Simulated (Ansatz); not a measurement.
**Ga3O2: relaxation step by step**

The cell of Ga3O2 is invented: random cell by space group and Wyckoff sites (P4/mmm, No. 123). Its size is a rough estimate.

```
CELL_PARAMETERS angstrom
3.86569 0.00000 0.00000
0.00000 3.86569 0.00000
0.00000 0.00000 6.00356
ATOMIC_POSITIONS crystal
Ga 0.00000 0.00000 0.64745
Ga 0.00000 0.00000 0.35255
Ga 0.50000 0.50000 0.50000
O 0.00000 0.00000 0.12509
O 0.00000 0.00000 0.87491
```

The calculation used DFT PBE, scalar-relativistic, plane waves, PAW (Ansatz 0.2.0). Cutoff 420 eV, Gaussian smearing, Γ-centred meshes. Cell and atoms relax first on a coarse mesh and then on a finer one. In between, the cell is made exact in the group found at 0.06 Å. In metals the finer mesh still leaves noise of several meV/atom or more. The steps can't lower the symmetry of their start. No spin polarisation in the relaxation; trial moments died out in a coarse test.

Steps on the 4×4×4 mesh (5 atoms, 15 steps). The free energy counts from the last step; some steps are skipped; the plane-wave basis is renewed at times, which shifts energy and pressure.

```
step  ΔF (meV/atom)  V (Å³/atom)  P (GPa)  largest force component (eV/Å)
   1         2643.0        17.94    73.53                          27.332
   3          627.1        19.65    19.13                           4.263
   4          369.1        20.34    10.83                           2.399
   6          113.9        18.59     2.54                           0.700
   7           89.2        18.51    -1.02                           0.604
   9           85.5        18.44     0.00                           0.028
  10           26.3        18.44     3.16                           0.580
  12            6.2        19.90    -1.33                           0.292
  13            2.0        19.47    -0.17                           0.036
  15            0.0        19.40    -0.04                           0.001
```

The relaxed structure, after a last relaxation on the converged mesh:

```cif
data_structure
_symmetry_space_group_name_H-M 'P4/mmm'
_symmetry_Int_Tables_number 123
_cell_length_a 3.5709
_cell_length_b 3.5709
_cell_length_c 8.0504
_cell_angle_alpha 90.000
_cell_angle_beta 90.000
_cell_angle_gamma 90.000
_cell_volume 102.66
loop_
_atom_site_label
_atom_site_type_symbol
_atom_site_symmetry_multiplicity
_atom_site_Wyckoff_symbol
_atom_site_fract_x
_atom_site_fract_y
_atom_site_fract_z
_atom_site_occupancy
Ga1 Ga 2 g 0.00000 0.00000 0.68899 1
Ga2 Ga 1 d 0.50000 0.50000 0.50000 1
O1 O 2 g 0.00000 0.00000 0.08519 1
```

The symmetry stays P4/mmm (No. 123). The volume per atom grows by 14.4 %, from 17.9 to 20.5 Å³. The shortest distance goes from 1.37 Å (Ga–O) to 1.37 Å (O–O). The ratio c/a of the conventional cell changes by a factor of 1.45. The energy falls by about 2.6 eV/atom (the start's value is from the coarse mesh). Ga on a site of symmetry 4mm has 1 O at 1.82 Å and 5 Ga at 2.95–3.04 Å; around Ga on a site of symmetry 4/mmm lie 8 Ga at 2.95 Å; O has 1 O at 1.37 Å and 1 Ga at 1.82 Å.

```
Volume per atom                            : 20.53 Å³
Density                                    : 3.90 g/cm³
Energy over the elements                   : +0.10 eV/atom
Gap on the 10×10×6 mesh of the 5-atom cell : 0 eV (a metal)
```

Energies over the elements count from the elements' standard structures at the same level (O₂ as a molecule), with no fitted energy shifts.

The last run used Gaussian smearing of 0.10 eV. An odd number of electrons in the primitive cell allows no gap without spin; a larger cell or a magnetic state could open one. A structure relaxed within its symmetry needn't be a true minimum. In all, the 4 runs took 3 min on 1 thread of Intel(R) Xeon(R) Platinum 8259CL CPU @ 2.50GHz (Skylake/Cascade Lake), on a shared host. Another cell of Ga3O2 relaxed alike, in Fmm2, lies 1.04 eV/atom lower, so this cell isn't the stable form at this level.
